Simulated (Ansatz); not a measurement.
**K2MnSe2 (Ibam)**

Level of theory: PBEsol+U, U_eff = 5.0 eV (Dudarev form) on Mn d, fully localised double counting, collinear spin, scalar-relativistic, 420 eV, PAW set soft_2 (made for PBE), 4×4×4 mesh, Gaussian smearing of 0.05 eV; plane-wave PAW code Ansatz.

```yaml
crystal:
  lattice:
    - [-3.58300, 6.59650, 3.22000]
    - [3.58300, -6.59650, 3.22000]
    - [3.58300, 6.59650, -3.22000]
  atoms:
    - { symbol: K, position: [0.14639, 0.33930, 0.48569] }
    - { symbol: K, position: [0.85361, 0.66070, 0.51431] }
    - { symbol: K, position: [0.35361, 0.83930, 0.19291] }
    - { symbol: K, position: [0.64639, 0.16070, 0.80709] }
    - { symbol: Mn, position: [0.25000, 0.25000, 0.00000] }
    - { symbol: Mn, position: [0.75000, 0.75000, 0.00000] }
    - { symbol: Se, position: [0.89408, 0.19827, 0.09235] }
    - { symbol: Se, position: [0.10592, 0.80173, 0.90765] }
    - { symbol: Se, position: [0.60592, 0.69827, 0.30419] }
    - { symbol: Se, position: [0.39408, 0.30173, 0.69581] }
```

The structure is that of a cell as deposited in COD, unrelaxed.

Cell and atoms stay fixed. Atoms count from 1 in the text and from 0 in parts of the program's output.

Two runs on this cell converged from different starts. The ends of their outputs, energies left out (λ are the eigenvalues of a shell's occupation matrix):

Run A:

```
Magnetization: 0.0000 μB (65.0000 up, 65.0000 down)
Absolute magnetization: 9.8209 μB (∫|ρ↑−ρ↓|, with the PAW one-centre terms)
Per-site moments (μB) at R_I (Å): [(0.00000, 1.35252), (0.00000, 1.35252), (0.00000, 1.35252), (0.00000, 1.35252), (4.38134, 1.05680), (-4.38135, 1.05680), (0.00000, 1.05680), (0.00000, 1.05680), (0.00000, 1.05680), (0.00000, 1.05680)]
--- Magnetisation constraints (ε_frz = 1.0e-4 eV) ---
  site  kind      target   achieved (μB)  |Δ|max (μB)  g (eV/μB)  λ_eff  esc  ok  flags
  4     per_site  +4.4100  +4.3813        2.87e-2       0.00e0    0.000  0    —   released
  5     per_site  -1.7700  -4.3813        2.61e0        0.00e0    0.000  0    —   released
Fermi energy:    5.735891 eV
--- Forces (eV/Å), atoms counted from 1 ---
  atom   1  K     -0.00869070    -0.02687390    -0.00001047
  atom   2  K      0.00869070     0.02687390    -0.00001047
  atom   3  K     -0.00869070     0.02687390     0.00001047
  atom   4  K      0.00869070    -0.02687390     0.00001047
  atom   5  Mn     0.00000000     0.00000000     0.00000000
  atom   6  Mn     0.00000000     0.00000000     0.00000000
  atom   7  Se     0.15776700    -0.12783350    -0.00000586
  atom   8  Se    -0.15776700     0.12783350    -0.00000586
  atom   9  Se     0.15776700     0.12783350     0.00000586
  atom  10  Se    -0.15776700    -0.12783350     0.00000586
--- Stress (GPa, compression-positive) ---
        0.057215       0.000000       0.000000
        0.000000      -0.088416       0.000000
        0.000000       0.000000       0.257330
  P = ⅓ Tr σ = 0.0754 GPa (0.754 kbar)
--- Löwdin populations: 10 sites ---
  site symbol       q [e]    m [muB]
     0      K      8.2930     0.0000
     1      K      8.2930     0.0000
     2      K      8.2930     0.0000
     3      K      8.2930     0.0000
     4     Mn     13.9267     4.7017
     5     Mn     13.9267    -4.7017
     6     Se     17.0928     0.0000
     7     Se     17.0928     0.0000
     8     Se     17.0928     0.0000
     9     Se     17.0928     0.0000
--- Occupation matrices: 2 shells (run DFT+U table (all-electron-ortho-atomic); ε = 8.99e-4) ---
  Mn4 d_3D up     Tr n = 4.9696  λ = 0.992 0.992 0.993 0.995 0.998
  Mn4 d_3D dn     Tr n = 0.3180  λ = 0.036 0.041 0.071 0.083 0.087
  Mn5 d_3D up     Tr n = 0.3180  λ = 0.036 0.041 0.071 0.083 0.087
  Mn5 d_3D dn     Tr n = 4.9696  λ = 0.992 0.992 0.993 0.995 0.998
```

Run B:

```
Magnetization: 10.0000 μB (70.0000 up, 60.0000 down)
Absolute magnetization: 10.1048 μB (∫|ρ↑−ρ↓|, with the PAW one-centre terms)
Per-site moments (μB) at R_I (Å): [(0.01099, 1.35252), (0.01099, 1.35252), (0.01099, 1.35252), (0.01099, 1.35252), (4.41292, 1.05680), (4.41292, 1.05680), (0.01868, 1.05680), (0.01868, 1.05680), (0.01868, 1.05680), (0.01868, 1.05680)]
Fermi energy:    5.882382 eV
--- Forces (eV/Å), atoms counted from 1 ---
  atom   1  K     -0.00658119    -0.02458418     0.00000000
  atom   2  K      0.00658119     0.02458418     0.00000000
  atom   3  K     -0.00658119     0.02458418     0.00000000
  atom   4  K      0.00658119    -0.02458418     0.00000000
  atom   5  Mn     0.00000000     0.00000000     0.00000000
  atom   6  Mn     0.00000000     0.00000000     0.00000000
  atom   7  Se     0.21135606    -0.17992021     0.00000000
  atom   8  Se    -0.21135606     0.17992021     0.00000000
  atom   9  Se     0.21135606     0.17992021     0.00000000
  atom  10  Se    -0.21135606    -0.17992021     0.00000000
--- Stress (GPa, compression-positive) ---
        0.230518       0.000000       0.000000
        0.000000       0.078837       0.000000
        0.000000       0.000000       0.929345
  P = ⅓ Tr σ = 0.4129 GPa (4.129 kbar)
--- Löwdin populations: 10 sites ---
  site symbol       q [e]    m [muB]
     0      K      8.2933     0.0098
     1      K      8.2933     0.0098
     2      K      8.2933     0.0098
     3      K      8.2933     0.0098
     4     Mn     13.9056     4.7409
     5     Mn     13.9056     4.7409
     6     Se     17.1020     0.0828
     7     Se     17.1020     0.0828
     8     Se     17.1020     0.0828
     9     Se     17.1020     0.0828
--- Occupation matrices: 2 shells (run DFT+U table (all-electron-ortho-atomic); ε = 5.11e-3) ---
  Mn4 d_3D up     Tr n = 4.9750  λ = 0.993 0.993 0.994 0.997 0.998
  Mn4 d_3D dn     Tr n = 0.2896  λ = 0.034 0.035 0.056 0.080 0.084
  Mn5 d_3D up     Tr n = 4.9750  λ = 0.993 0.993 0.994 0.997 0.998
  Mn5 d_3D dn     Tr n = 0.2896  λ = 0.034 0.035 0.056 0.080 0.084
```

Q: Which run lies higher in energy, by how much, and why?

A: Run B, by 15.7 meV/atom. Run B has 5 d electrons in filled orbitals, 5 of them unpaired, the high-spin filling, a gap of 1.74 eV and a whole-number cell moment of 10 μB, as a collinear insulator must have; run A has 5 d electrons in filled orbitals, 5 of them unpaired, the high-spin filling, a gap of 2.27 eV. Run B kept 8 symmetry operations, run A 4. They differ in magnetic order (signs of the magnetic ions' moments, up to an overall flip, +− in run A, ++ in run B). With J = 0 the Hubbard energy is (U/2) Σ λ(1 − λ), a penalty on fractional natural occupations. The sums Σ λ(1 − λ) over the cell's shells are 0.65 for run A and 0.59 for run B, which at U/2 = 2.50 eV give 1.63 and 1.48 eV per cell. Of the difference of 0.16 eV per cell, the Hubbard term gives -0.15 eV and all other terms 0.31 eV, so the other terms decide the order against the Hubbard term. The other terms are taken on each state's own density, so they aren't the result of a run without U.

In the lower state the fixed cell carries forces up to 0.20 eV/Å; relaxing would change energies and could change the order of close states.

Run B started from: ferromagnetic start, free, symmetry kept, no search, moments Mn5 5.00; Mn6 5.00 μB. Run A started from: ferrimagnetic site moments held at Mn5 4.41; Mn6 -1.77 μB at first, then free, moments Mn5 4.41; Mn6 -1.77 μB. At this level the cell was started in 17 ways, of which 1 didn't converge. Run A holds the lowest state found for this cell, which doesn't make it the ground state. U wasn't fitted or computed for this material, so the results show what this U gives and needn't match the real solid. Gaps are Kohn–Sham gaps over the k-mesh alone and may be smaller between its points.
